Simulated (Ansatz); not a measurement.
An ordered 8-atom cell of Ga4P3N on the zincblende lattice (I-42m), relaxed with r2SCAN. It is tetragonal, I-42m (No. 121); conventional cell a = 5.224 Å, c = 10.338 Å, 17.63 Å³ an atom. N has 4 Ga at 2.00 Å; Ga has 1 N at 2.00 Å and 3 P at 2.33–2.39 Å; P has 4 Ga at 2.33 Å; P has 4 Ga at 2.39 Å.

```
N Ga P
1.0
    -2.61209    2.61209    5.16898
     2.61209   -2.61209    5.16898
     2.61209    2.61209   -5.16898
N Ga P
1 4 3
Direct
  0.00000 0.00000 0.00000
  0.66673 0.66673 0.56227
  0.89554 0.33327 0.00000
  0.10446 0.10446 0.43773
  0.33327 0.89554 0.00000
  0.25000 0.75000 0.50000
  0.50000 0.50000 0.00000
  0.75000 0.25000 0.50000
```

The questions ask for values computed with the PAW code Ansatz on this geometry. Note: simulated data, non-magnetic, for a generated structure that need not be the stable one.

Q: Is there a gap with r2SCAN, and of what kind?

A: With r2SCAN the valence top lies at S₀–Γ (0.97 of the way from S₀) and the conduction bottom at Γ, 1.23 eV higher; the smallest vertical gap, at Γ, is 1.24 eV. Least and direct gap differ so little that the kind isn't settled.

Q: How does the gap change from r2SCAN to PBE (8×8×8)?

A: The PBE gap is direct at Γ: 0.90 eV. The gap differs by -0.33 eV from r2SCAN's.

Q: How does the gap change from r2SCAN to PBE+SOC (8×8×8)?

A: PBE+SOC gives an indirect gap of 0.877 eV, from S₀–Γ (0.97 of the way from S₀) to Γ; the least direct gap is 0.879 eV at Γ. Least and direct gap differ so little that the kind isn't settled. Spin-orbit coupling itself accounts for -0.02 eV. The gap differs by -0.35 eV from r2SCAN's.

Q: Order these levels by the gap that they give, smallest first.
A. r2SCAN
B. HSE06
C. PBE0
D. PBE

A: D (0.90 eV), A (1.23 eV), B (1.69 eV), C (2.34 eV).

Only the levels marked +SOC include spin-orbit coupling.

Where an edge lies off the special points, it is a point of the mesh or the k point where a search put PBE's edge or least direct gap, reused for the other functionals, whose own edges may lie a little apart.

The meshes of the hybrids are coarse, so their gaps aren't converged to the digits shown.
